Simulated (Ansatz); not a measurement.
According to PBE in the plane-wave PAW code Ansatz, Er₃Si₅ in the hexagonal phase (P-62m; Er on 3f, Si on 2d, Si on 3g) relaxes to a = 6.598 Å, c = 4.172 Å.

Electronic character: metallic (no gap). The magnetic state found is ferromagnetic. The net moment is 0.98 μB per atom.

The start of the workflow was typed in or built on a structure type; neither database checked (COD, Materials Project) lists it. Whether it is the stable phase at ambient conditions was not checked. Symmetry was held in the PBE relaxation; whether a distortion lowers the energy is not shown. The final state is ferromagnetic, the only order run, not a proven ground state. The 4f shell is in the valence, and the state reached may lie above the lowest one. Other orbital occupations within this spin state were not tried. No Hubbard U is applied. Spin–orbit coupling is left out wherever it is not named.

Potentials: the earlier of the program's two PAW sets.
